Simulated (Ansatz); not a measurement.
Ta2Si:
```yaml
crystal:
  lattice:
    - [-3.08385, 3.08385, 2.52494]
    - [3.08385, -3.08385, 2.52494]
    - [3.08385, 3.08385, -2.52494]
  atoms:
    - { symbol: Ta, position: [0.66366, 0.83634, 0.50000] }
    - { symbol: Ta, position: [0.33634, 0.16366, 0.50000] }
    - { symbol: Ta, position: [0.83634, 0.33634, 0.17268] }
    - { symbol: Ta, position: [0.16366, 0.66366, 0.82732] }
    - { symbol: Si, position: [0.25000, 0.25000, 0.00000] }
    - { symbol: Si, position: [0.75000, 0.75000, 0.00000] }
```

Relaxed with r²SCAN. Special points in fractions of this cell's reciprocal vectors: Γ (0.000, 0.000, 0.000); X (0.000, 0.000, 0.500); M (-0.500, 0.500, 0.500); Z (0.418, 0.418, -0.418); Z0 (-0.418, 0.582, 0.418); P (0.250, 0.250, 0.250); N (0.000, 0.500, 0.000).

### Question
List the band energies nearest the Fermi level at these points for the program Ansatz at the r²SCAN level (PAW).

### Answer
In eV from the Fermi level; about four levels below and three above (degenerate sets whole), none deeper than 8.9 eV; points with the same levels are listed once.

```json
[
 {"k": "Γ", "below": "-2.72 -2.72 -2.68 -2.20", "above": "0.21 0.26 1.00"},
 {"k": "X", "below": "-2.35 -2.13 -1.62 -0.15", "above": "0.02 0.11 0.67"},
 {"k": "M", "below": "-1.11 -1.09 -1.09 -0.22", "above": "0.35 0.79 0.79"},
 {"k": "Z", "below": "-1.03 -1.03 -0.67 -0.36", "above": "0.49 0.49 1.05"},
 {"k": "P", "below": "-2.04 -2.04 -1.19 -1.19", "above": "0.82 0.82 1.97 1.97"},
 {"k": "N", "below": "-2.08 -2.08 -1.21 -1.21", "above": "0.76 0.76 2.04 2.04"}
]
```

Space group I4/mcm. The first step of the workflow began from a Materials Project structure, measured or hypothetical; the Crystallography Open Database copy checked does not list it. Whether it is the stable phase at ambient conditions was not checked. The cell was relaxed with r²SCAN under the symmetry of its start; its stability against distortions is not shown here. The run is not spin-polarised. Scalar-relativistic: spin–orbit coupling is off unless named, which matters more the heavier the elements.

Potentials: the later of the program's two PAW sets.
